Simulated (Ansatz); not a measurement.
# SiO2, first-principles data

SiO2:
```
CELL_PARAMETERS angstrom
      4.98389     0.00000     0.00000
      0.00000     4.98389     0.00000
      0.00000     0.00000     6.92368
ATOMIC_POSITIONS crystal
  Si 0.30194 0.30194 0.00000
  Si 0.19806 0.80194 0.25000
  Si 0.69806 0.69806 0.50000
  Si 0.80194 0.19806 0.75000
  O  0.23838 0.10823 0.18094
  O  0.39177 0.73838 0.43094
  O  0.76162 0.89177 0.68094
  O  0.60823 0.26162 0.93094
  O  0.73838 0.39177 0.56906
  O  0.89177 0.76162 0.31906
  O  0.26162 0.60823 0.06906
  O  0.10823 0.23838 0.81906
```

Space group P4_12_12 (No. 92); conventional cell a = b = 4.9839 Å, c = 6.9237 Å, α = β = γ = 90.00°.

Method: DFT-r²SCAN in the program Ansatz with PAW potentials. Structure relaxed to zero pressure with the same functional. Other levels are named where they apply.

### Cell and energy

| Item | Value |
|---|---|
| Volume per atom | 14.33 Å³ |
| Density | 2.32 g/cm³ |
| Formation energy from the elements (no fitted shifts) | -2.99 eV/atom |

### Electronic structure

| Property | Result |
|---|---|
| Band gap | 6.34 eV (direct) |
| Valence-band maximum | at Γ |
| Conduction-band minimum | at Γ |
| Electron effective mass | 0.53 mₑ (isotropic) |
| Hole effective mass | 1.7, 2.0, 2.0 mₑ (principal values) |
| HSE06 gap on the r²SCAN cell | 7.51 eV |

### Mechanics

| Item | Value |
|---|---|
| Bulk modulus (Birch–Murnaghan fit) | 150 kbar |
| Pressure derivative B′ | 4.0 |
| Elastic constants (relaxed ions, GPa) | C11 = 58.1, C12 = 4.4, C13 = -8.9, C33 = 46.8, C44 = 75.3, C66 = 27.9 |
| Mechanical stability | stable (all eigenvalues of C positive) |
| Hill bulk and shear moduli | 14.8 and 42.6 GPa |
| Young's modulus | 65.1 GPa |
| Poisson's ratio | -0.24 |
| Debye temperature from the elastic constants | 561 K |

### Dielectric response

| Property | Result |
|---|---|
| Electronic dielectric constant ε∞ (DFPT) | 2.20 (xx = yy), 2.19 (zz) |
| Static dielectric constant ε0 (ions relaxed, cell fixed) | 3.99 (xx = yy), 3.78 (zz) |
| Born charges (a third of the trace) | Si +3.34, O -1.67 e |

### Phonons

| Item | Result |
|---|---|
| Highest zone-centre frequency (without LO–TO term) | 1199 cm⁻¹ |
| Zone-centre stability | no imaginary mode at Γ |
| Dynamical stability on the path | stable (no imaginary branch) |
| Zero-point energy | 105.2 meV/atom |
| Vibrational entropy at 300 K | 14.4 J/(K·mol of atoms) |

### Charges

| Quantity | Result |
|---|---|
| Bader charges | Si +3.37, O -1.68 e |

The measured cell (COD 9009686, doi:10.1063/1.334545; 296 K, pressure taken as ambient) has 14.27 Å³ per atom; the computed volume differs by 0.5 %, which includes thermal expansion and zero-point motion.

Symmetry was held in the r²SCAN relaxation. The references are the lowest solids computed at this level, not always the standard phases (solids in place of the gases).

Potentials: the later of the program's two PAW sets.
